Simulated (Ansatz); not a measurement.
Ansatz (a quantum-chemistry and plane-wave program) input:

Ansatz 0.2 input:
```yaml
crystal:
  lattice:
    - [0.0, 2.8377397261, 2.8377397261]
    - [2.8377397261, 0.0, 2.8377397261]
    - [2.8377397261, 2.8377397261, 0.0]
  atoms:
    - { symbol: Ge, position: [0.0, 0.0, 0.0] }
    - { symbol: Ge, position: [0.25, 0.25, 0.25] }
kpoints:
  mp_grid: { grid: [26, 26, 26] }
hamiltonian:
  xc: pbesol
  pseudopotentials: { azcp: { folder: ./paw }, kind: paw }
scf:
  occupations: { method: fermi_dirac, width: 0.1 }
elastic: { mode: relaxed_ion, stencil: two_point, amplitude: 0.005, f_tol: 0.0005 }
```

Output (shortened):

```
Pseudopotential: Ge, paw, valence charge 14
Functional definition: PBEsol
Crystal: 2 atoms, lattice volume = 45.703 Å³
Basis set: ecut = 420 eV, 893 PW (Γ), exchange–correlation on 54×54×54 points (8 copies of the dense FFT grid, shifted against one another)
Bands: 18, of which v1, the nominal top of the filled ones, is band 14 counted from 1 (13 counted from 0)
Symmetry: 48 space group operations
Space group: Fd-3m (ITA 227), of the structure as read, at distance tolerance 3.6e-5 Å
k-points: 511 of 17576
SCF 1 converged in 12 iterations: F = -8507.008280 eV  dr2 = 1.03e-15
Crystal: 2 atoms, lattice volume = 45.475 Å³
Symmetry: 16 space group operations
k-points: 1330 of 17576
SCF 2 converged in 9 iterations: F = -8507.007828 eV  dr2 = 1.43e-14
Crystal: 2 atoms, lattice volume = 45.932 Å³
SCF 3 converged in 7 iterations: F = -8507.007920 eV  dr2 = 5.02e-14
Crystal: 2 atoms, lattice volume = 45.703 Å³
Symmetry: 8 space group operations
k-points: 2471 of 17576
SCF 4 converged in 11 iterations: F = -8507.007993 eV  dr2 = 8.10e-14
relax step   1: F+E_penalty+E_count = -8507.00799350 eV  Δ(F+E_penalty+E_count) = +0.000e0 eV  max|allowed force component| = 4.193e-2 eV/Å  Δτ_max = 0.0000 Å  (11 SCF iters, accepted)
Crystal: 2 atoms, lattice volume = 45.703 Å³
SCF 5 converged in 9 iterations: F = -8507.008074 eV  dr2 = 5.69e-14
relax step   2: F+E_penalty+E_count = -8507.00807442 eV  Δ(F+E_penalty+E_count) = -8.092e-5 eV  max|allowed force component| = 1.967e-3 eV/Å  Δτ_max = 0.0018 Å  (9 SCF iters, accepted)
Crystal: 2 atoms, lattice volume = 45.703 Å³
SCF 6 converged in 8 iterations: F = -8507.008075 eV  dr2 = 6.82e-15
relax step   3: F+E_penalty+E_count = -8507.00807459 eV  Δ(F+E_penalty+E_count) = -1.784e-7 eV  max|allowed force component| = 1.683e-7 eV/Å  Δτ_max = 0.0001 Å  (8 SCF iters, accepted)
Crystal: 2 atoms, lattice volume = 45.703 Å³
SCF 7 converged in 3 iterations: F = -8507.008075 eV  dr2 = 7.35e-14
Crystal: 2 atoms, lattice volume = 45.703 Å³
SCF 8 converged in 11 iterations: F = -8507.007993 eV  dr2 = 8.13e-14
relax step   1: F+E_penalty+E_count = -8507.00799350 eV  Δ(F+E_penalty+E_count) = +0.000e0 eV  max|allowed force component| = 4.193e-2 eV/Å  Δτ_max = 0.0000 Å  (11 SCF iters, accepted)
Crystal: 2 atoms, lattice volume = 45.703 Å³
SCF 9 converged in 9 iterations: F = -8507.008075 eV  dr2 = 6.65e-14
relax step   2: F+E_penalty+E_count = -8507.00807459 eV  Δ(F+E_penalty+E_count) = -8.109e-5 eV  max|allowed force component| = 3.376e-6 eV/Å  Δτ_max = 0.0019 Å  (9 SCF iters, accepted)
Crystal: 2 atoms, lattice volume = 45.703 Å³
SCF 10 converged in 3 iterations: F = -8507.008075 eV  dr2 = 9.64e-14
SCF converged after 12 iterations
Free energy (F): -8507.008280 eV
Harris-Foulkes:  -8507.008280 eV  (|F-HF|=0.00e0)
Internal energy: -8507.006323 eV  (E = F + TS)
E sigma→0 (E₀):  -8507.007302 eV
Entropy (-TS):   -0.001957 eV (-0.978 meV/atom)
Fermi energy:    8.364069 eV
--- Per-component energies (eV) ---
  E_band       = -306.719043
  E_kinetic    = 185.600951
  E_local      = -4517.470675  (includes V_loc(G=0)·N_el)
  E_nonlocal   = 438.693851
  E_hartree    = 2149.944130
  E_xc         = -142.147143
  E_vxc        = -130.265793  (∫ρ·V_xc dr)
  E_paw        = -3944.689768  (= ΣΔE_a)
  E_vpaw       = -583.165685  (= ΣTr[D̂ρ^β])
  E_aug_tail   = 0.000050  (compensation charges beyond the density's cutoff)
  E_ewald      = -2678.773594
  E_core_change = 1.835876  (= ΣΔE_core)
  E_smearing   = -0.001957  (= −TS)
  E_closure    = 0.000000  (closes the sum)
  Σ components = -8507.008280   (vs F -8507.008280, Δ=0.00e0)
--- Forces (eV/Å), atoms counted from 1 ---
  atom   1  Ge     0.00000000     0.00000000     0.00000000
  atom   2  Ge     0.00000000     0.00000000     0.00000000
  max |Σ_I F_I| component: 1.20e-16 eV/Å
--- Stress (GPa, compression-positive) ---
        0.030775       0.000000       0.000000
        0.000000       0.030775       0.000000
        0.000000       0.000000       0.030775
  P = ⅓ Tr σ = 0.0308 GPa (0.308 kbar)
--- Band table (eV; the first three rows and the last of 511) ---
  k-point 0: bands = ["-16.5299", "-16.5299", "-16.5299", "-16.4949", "-16.4949", "-16.2882", "-16.2882", "-16.2882", "-16.2764", "-16.2764", "-4.4358", "8.1847", "8.2853", "8.2853", "8.2853", "10.8081", "10.8081", "10.8081"]
  k-point 1: bands = ["-16.5309", "-16.5309", "-16.5297", "-16.4936", "-16.4936", "-16.2902", "-16.2902", "-16.2885", "-16.2745", "-16.2745", "-4.4179", "7.5585", "8.2468", "8.2468", "8.7936", "10.8591", "10.8591", "10.8754"]
  k-point 2: bands = ["-16.5336", "-16.5336", "-16.5289", "-16.4900", "-16.4900", "-16.2945", "-16.2945", "-16.2893", "-16.2708", "-16.2708", "-4.3640", "6.8318", "8.1418", "8.1418", "9.1376", "10.9993", "10.9993", "11.1197"]
  k-point 510: bands = ["-16.5763", "-16.5763", "-16.4387", "-16.4387", "-16.3901", "-16.3901", "-16.3586", "-16.3586", "-16.2236", "-16.2236", "-0.4835", "-0.4835", "4.4034", "4.4034", "12.2397", "12.2397", "13.2150", "13.2150"]
--- Elastic constants: 2 strain directions × 2 members + reference (group order 48) ---
  dense FFT box of the reference and of every strained cell: 27×27×27
  strains applied: 11, 23; error gains: componentwise 1.00 (the most a stress slope's error grows in a printed constant), spectral 1.73 (1 for all six strains …
  C = ∂σ_k/∂η_j (tension-positive GPa; Voigt order 11 22 33 23 13 12):
       114.092     43.806     43.806      0.000      0.000      0.000
        43.806    114.092     43.806      0.000      0.000      0.000
        43.806     43.806    114.092      0.000      0.000      0.000
         0.000      0.000      0.000     57.957      0.000      0.000
         0.000      0.000      0.000      0.000     57.957      0.000
         0.000      0.000      0.000      0.000      0.000     57.957
  reference stress σ⁰ (GPa):     -0.031     -0.031     -0.031      0.000      0.000      0.000
  moduli (Voigt/Reuss/Hill, GPa): K = 67.23/67.23/67.23   G = 48.83/46.01/47.42   E = 115.18   ν = 0.214
  mechanically stable: yes (min eigenvalue of sym C = 57.96 GPa)
  strain η (Voigt 11):  stress-route row diagonal C_11 = 114.09 GPa, energy-path curvature d²(F+E_count+ΔE)/dδ²/Ω₀ = 114.11 GPa
         δ    σ_11 (GPa)             F (eV)   n_scf  n_hpsi   n_pw
    -5.000e-3      -0.6054       -8507.0078279       9  476550    909   relax 0 steps, max|allowed force component| 5.55e-17 eV/Å
     5.000e-3       0.5355       -8507.0079198       7  378565    926   relax 0 steps, max|allowed force component| 5.55e-17 eV/Å
  strain η (Voigt 23):  stress-route row diagonal C_44 = 57.96 GPa, energy-path curvature d²(F+E_count+ΔE)/dδ²/Ω₀ = 57.99 GPa
         δ    σ_23 (GPa)             F (eV)   n_scf  n_hpsi   n_pw
    -5.000e-3      -0.2898       -8507.0080746       3  469531    913   relax 3 steps, max|allowed force component| 1.68e-7 eV/Å
     5.000e-3       0.2898       -8507.0080746       3  469382    913   relax 2 steps, max|allowed force component| 3.38e-6 eV/Å
```

Cost: around 8 core-minutes (rough) on shared cores.

The cell was relaxed with PBEsol under the symmetry of its start. As this level gives no gap, shear constants depend on the k-mesh and smearing (Fermi–Dirac, 0.1 eV here). Scalar-relativistic: spin–orbit coupling is off unless named, which matters more the heavier the elements.

Potentials: the earlier of the program's two PAW sets. The files were generated under PBE; for other functionals the program regenerates the frozen cores, and for LDA and PBEsol the local potential too.

Ansatz is a plane-wave DFT program.
